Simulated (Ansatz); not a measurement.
An Ansatz input and the part of its output that reports the observables at the nuclei.

The cell is an entry of the Crystallography Open Database (COD), relaxed with PBE at fixed cell and then changed (z compressed by 1 %, ions relaxed).

```yaml
crystal:
  lattice:
    - [-3.0335, 3.0335, 2.414115]
    - [3.0335, -3.0335, 2.414115]
    - [3.0335, 3.0335, -2.414115]
  atoms:
    - { symbol: Al, position: [0.6581, 0.1581, 0.8162] }
    - { symbol: Al, position: [0.1581, 0.3419, 0.5] }
    - { symbol: Al, position: [0.3419, 0.8419, 0.1838] }
    - { symbol: Al, position: [0.8419, 0.6581, 0.5] }
    - { symbol: Cu, position: [0.25, 0.25, 0.0] }
    - { symbol: Cu, position: [0.75, 0.75, 0.0] }
kpoints:
  mp_grid: { grid: [12, 12, 12] }
scf:
  occupations: { method: fermi_dirac, width: 0.05 }
hamiltonian:
  xc: pbe
  pseudopotentials: { kind: paw }
output:
  forces: true
  stress: true
  populations: true
  efg:
    quadrupole_moments_barn: { Al: 0.1466, Cu: -0.22 }
    contact_densities: true
  write_density: true
  write_potential: true
  elf: true
  volumetric_format: npy
relax:
  f_tol: 0.02
  max_steps: 60
```

```sh
ansatz run input.yaml --threads 1 --pin off --max-ram 3072MiB --backend cpu --events-out ev --progress --plain --runs-dir out
```

The run relaxes the ions first, and the block belongs to the relaxed positions.

Of the output, the block on the nuclei alone is shown; the set-up, the SCF iterations, energies, forces and stress are cut. One atom of each set with nearly equal values is shown.

```
--- PAW observables at the nuclei: V_zz in 10²¹ V/m², potentials from the cell's mean, atoms counted from 1 ---
  atom   1  Al V_zz =    -0.742221   η = 0.5007   by run symmetry: allowed   C_q = -2.6310 MHz
            electrostatic potential = -1231.464139 V   contact ρ = 10086.236557 e/Å³
  atom   5  Cu V_zz =    -3.092354   η = 0.0000   by run symmetry: allowed   C_q = +16.4500 MHz
            electrostatic potential = -3755.973780 V   contact ρ = 147569.651543 e/Å³
```

The relaxation (2 steps) took 35 s of wall time (34 s of CPU time) and 0.73 GiB at its peak, on 1 thread of Intel Xeon Platinum 8488C (Sapphire Rapids) (x86_64; 16 cores open to the job, memory cap 3.0 GiB, no GPU), a shared host with a load of 0.3 a core.

The run finds no gap above 0.1 eV (a metal, or nearly one), so the gradients can move by 10 % or more with the k-mesh.
